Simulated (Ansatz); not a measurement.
The start is a randomly generated symmetric cell of Co2Si (space group No. 183). Cell shape, volume and atoms are optimised at zero target pressure with PBE (plane waves to 420 eV, PAW, scalar-relativistic; Ansatz, a program for electronic structure). The first steps use a coarse 7×7×9 k-mesh.

The start:
```
Co2Si
1.0
    3.73494     0.00000     0.00000
   -1.86747     3.23455     0.00000
    0.00000     0.00000     2.68682
Co Si
2 1
Cartesian
  0.00000   2.15637   1.52209
  1.86747   1.07818   1.52209
  0.00000   0.00000   2.14383
```
Spin-polarised start, with parallel moments on Co.

**Question.** What pressure does the first self-consistent step give?

**Answer.** +33 GPa (positive: the cell is compressed).

**Question.** What is the largest force in the starting geometry, and on which atom (counted from 1)?

**Answer.** About 2.4 eV/Å, on Si3 (atoms numbered as listed).

**Question.** Does the structure survive the relaxation? Give the final space group.

**Answer.** The space group goes from P6mm (No. 183) to P6/mmm (No. 191), with 3 atoms in the primitive magnetic cell.

**Question.** How much energy is released per atom?

**Answer.** 0.41 eV/atom.

**Question.** How does the volume change?

**Answer.** +0.9 %, from 10.82 to 10.91 Å³/atom.

**Question.** How do the shortest distances between atoms change?

**Answer.** The closest pairs of elements (up to four, under 3.6 Å), start → end: Co–Co 2.16 → 2.24 Å; Co–Si 2.24 → 2.57 Å; Si–Si 2.69 → 2.52 Å.

**Question.** What magnetic moments remain?

**Answer.** Net 0.14 μB/atom, ferromagnetic.

**Question.** Write out the relaxed structure.

**Answer.** 
```cif
data_Co2Si
_chemical_formula_sum 'Co2 Si1'
_space_group_name_H-M_alt 'P6/mmm'
_space_group_IT_number 191
_space_group_name_Hall '-P 6 2'
_cell_length_a 3.87490
_cell_length_b 3.87490
_cell_length_c 2.51759
_cell_angle_alpha 90.000
_cell_angle_beta 90.000
_cell_angle_gamma 120.000
loop_
_atom_site_label
_atom_site_type_symbol
_atom_site_symmetry_multiplicity
_atom_site_Wyckoff_symbol
_atom_site_fract_x
_atom_site_fract_y
_atom_site_fract_z
_atom_site_occupancy
Co1 Co 2 c 0.33333 0.66667 0.00000 1
Si1 Si 1 b 0.00000 0.00000 0.50000 1
```

Final values are on a 14×14×18 k-mesh of the relaxed cell. Spin state reached: ferromagnetic (net 0.14 μB/atom), from parallel starting moments; other spin orders were not run from this start.

The run could not lose the symmetry of its start, so the end can be a saddle point.

The relaxed structure here is a generated cell of Co2Si: the first start was made by a random draw of sites in a space group, and the end was not matched to a known phase here, so it may be hypothetical.
